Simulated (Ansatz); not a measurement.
Cs (bcc (W type), Im-3m) at seven volumes, DFT-PBE+D3(BJ) in the program Ansatz with PAW potentials, scaled uniformly. One row is withheld.

| V (Å³/atom) | P (GPa) |
|---|---|
| 100.265 | 0.23 |
| 103.571 | 0.15 |
| 106.876 | 0.07 |
| 110.182 | 0.00 |
| 113.487 | -0.06 |
| 116.793 | ? |
| 120.098 | -0.16 |

Task: Fit the shown pressures and predict the withheld one.

Result: P = (3/2)B₀(x^(7/2) − x^(5/2))[1 + (3/4)(B′ − 4)(x − 1)] with x = (V₀/V)^(2/3). Least squares on the six rows gives V₀ = 110.274 Å³/atom, B₀ = 2.1 GPa, B′ = 2.85. At V = 116.793, x = 0.9624 and P = -0.11 GPa. The run itself gave -0.11 GPa.

The PBE+D3(BJ) relaxation kept the symmetry of its start. The pairwise dispersion correction was not fitted to metals. Spin–orbit coupling is left out wherever it is not named.

Potentials: the later of the program's two PAW sets.
